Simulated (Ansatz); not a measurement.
Values for one crystal, relaxed and computed with HSE06 in the plane-wave PAW code Ansatz; other levels are named.

| Property | Value |
|---|---|
| Volume per atom | 12.80 Å³ |
| Band gap | 3.54 eV (indirect) |
| Bulk modulus (Birch–Murnaghan fit) | 36.8 GPa |
| Conduction-band minimum | at R |
| Valence-band maximum | at X |
| Smallest direct gap on the standard path | 5.82 eV |
| Pressure derivative B′ | 3.6 |

Q: Which of these materials gives this?
A. KMgH3, cubic perovskite
B. SiC, wurtzite
C. MgF2, rutile
D. Cu2O, Pn-3m (Cu on 4c, O on 2a)

A: A, KMgH3, cubic perovskite

Space group Pm-3m (cubic perovskite). The workflow started from a Materials Project entry (that database holds measured and hypothetical structures alike); the Crystallography Open Database files this formula in space group No. 221, but the cells were not matched. Whether it is the stable phase at ambient conditions was not checked. The cell was relaxed with HSE06 under the symmetry of its start; its stability against distortions is not shown here. The hybrid was solved on a coarse mesh, the path and, where they were found, the r²SCAN edge points; its band edges are the extreme levels among these.

Potentials: the later of the program's two PAW sets.
